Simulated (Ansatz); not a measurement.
ScF3:
```xyz
8
Lattice="2.8118 1.6234 4.6557 -2.8118 1.6234 4.6557 0.0000 -3.2468 4.6557" Properties=species:S:1:pos:R:3 pbc="T T T"
Sc     0.0000     0.0000     6.9835
Sc     0.0000     0.0000     0.0000
F      1.2704    -1.0464     8.1474
F     -1.2704     1.0464     5.8196
F      0.2710     1.6234     8.1474
F     -0.2710    -1.6234     5.8196
F     -1.5414    -0.5770     8.1474
F      1.5414     0.5770     5.8196
```

Relaxed with r²SCAN.

**Question.** Give the Bader charges and basin volumes of the independent atoms, the program Ansatz at the r²SCAN level (PAW).

**Answer.** 

```
atom  Bader charge (e)  Bader volume (Å³)
----  ----------------  -----------------
Sc1              +2.29                8.1
F3               -0.76               16.7
```

Space group R-3c. The workflow started from a Materials Project entry (that database holds measured and hypothetical structures alike); the Crystallography Open Database copy checked does not list it. COD files the formula under space group No. 155, 191, 194, 221. Its standing as an ambient phase is unchecked. Symmetry was held in the r²SCAN relaxation; its stability against distortions is not shown here. No spin polarisation was allowed.

Potentials: the later of the program's two PAW sets.
